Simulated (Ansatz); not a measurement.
Relaxed polymorphs of Cs. Computed with r2SCAN (plane waves to 500 eV, PAW, scalar-relativistic; Ansatz, a first-principles code). One row is withheld; estimate it from its structure type, its coordination and the trend of the others.

| structure | coordination | E − E(first row) (eV/atom) | V (Å³/atom) |
|---|---|---|---|
| Im-3m, cI2, bcc (W type) | Cs 8 (cubic) | 0.00 | 123.55 |
| Pm-3m, cP1, simple cubic type | Cs 6 (octahedral) | (withheld) | (withheld) |
| Fm-3m, cF4, fcc (Cu type) | Cs 12 (cuboctahedral) | 0.00 | 124.73 |
| P6₃/mmc, hP4 | – | 0.00 | 124.68 |
| Fddd, oF8, AFLOW prototype A_oF8_70_a | – | 0.01 | 123.86 |

**Question.** What belongs in the gaps?

**Answer.** 
- Pm-3m, cP1, simple cubic type, E − E(first row) (eV/atom): 0.10
- Pm-3m, cP1, simple cubic type, V (Å³/atom): 128.54

The withheld cell: Pm-3m (No. 221), cP1, simple cubic type; a = b = c = 5.0468 Å, α = β = γ = 90.00°; Cs 1a (0.000, 0.000, 0.000). Coordination numbers (neighbours up to the widest gap in distance over summed covalent radii, below 1.35; n+m marks a second, longer set).

Probably no minimum, since a slightly shaken restart fell lower: Pm-3m, cP1, simple cubic type (by 0.10 eV/atom, to I4/mmm). Each run could gain symmetry but not lose that of its start, so entries can be saddle points. From databases, or of a type measured for this composition: Im-3m, cI2, bcc (W type); Fm-3m, cF4, fcc (Cu type); the others are generated cells (placed on structure types, drawn at random, substituted or restacked) that were not matched to a known phase here. Static energies at zero pressure. The runs use different k-meshes, so differences are rounded accordingly. No spin polarisation in the result.
